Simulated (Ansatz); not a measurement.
Zone-centre phonons of PtSe₂ at 1 GPa: input and output

The calculation used DFT PBE+D3(BJ), scalar-relativistic, plane waves, PAW (Ansatz 0.2.0).

Launched with:
```bash
ansatz run input.yaml --threads 1 --pin off --max-ram 3072MiB --backend cpu --events-out ev --progress --plain --runs-dir out
```

Input (bare energies are in eV):
```yaml
crystal:
  lattice:
    - [3.7654516749, 0.0, 0.0]
    - [-1.8827258374, 3.2609768072, 0.0]
    - [0.0, 0.0, 4.7627423507]
  atoms:
    - { symbol: Pt, position: [0.0, 0.0, 0.0] }
    - { symbol: Se, position: [0.3333333333, 0.6666666667, 0.2685880547] }
    - { symbol: Se, position: [0.6666666667, 0.3333333333, 0.7314119453] }
basis:
  ecutwfc: 420
kpoints:
  mp_grid: { grid: [12, 12, 10] }
hamiltonian:
  xc: pbe
  dispersion: d3bj
scf:
  occupations: { method: fermi_dirac, width: 0.15 }
output:
  eigenvalues: true
phonons:
  method: dfpt
  eigenvectors: true
```

Results section of the output:
```
--- Phonons (Γ-DFPT): 4 representative perturbations + reference, on 398 of 1440 k-points (Σ response iterations 12) ---
  k mesh reduced under 2 symmetry operations, with k and −k counted as one. Each operation leaves every solved perturbation unchanged. A smaller set is not used because it would not reduce the number of displacements ...
  ASR residual: 5.730e-4 → 0.000e0 eV/Å²; symmetrization residual: 1.240e-5 eV/Å²
  pairwise dispersion correction: d3bj (s6 = 1.0, s8 = 0.7875, a1 = 0.4289, a2_bohr = 4.4407), with the weights of each atom's references fixed at the reference crystal's, and the forces and stress that the weights' published response gives ...
  ASR residual per site (eV/Å²): 5.73e-4 1.55e-4 1.55e-4
  Γ frequencies (cm⁻¹): 0.00 0.00 0.00 155.85 155.85 205.75 213.94 213.94 214.61
  non-analytic LO–TO correction: not included (Born effective charges unavailable; polar crystals: no LO–TO splitting at Γ)
```

The run took 110 s on 1 thread of AMD EPYC 9R45 96-Core Processor (Zen 5), with other jobs on the host, peak memory 2.1 GiB.

In a metal, frequencies and elastic constants depend on the k mesh and the smearing, soft modes and shear constants most. Spin–orbit coupling is left out, which matters for heavy elements. A semilocal functional can close a gap that the real compound has.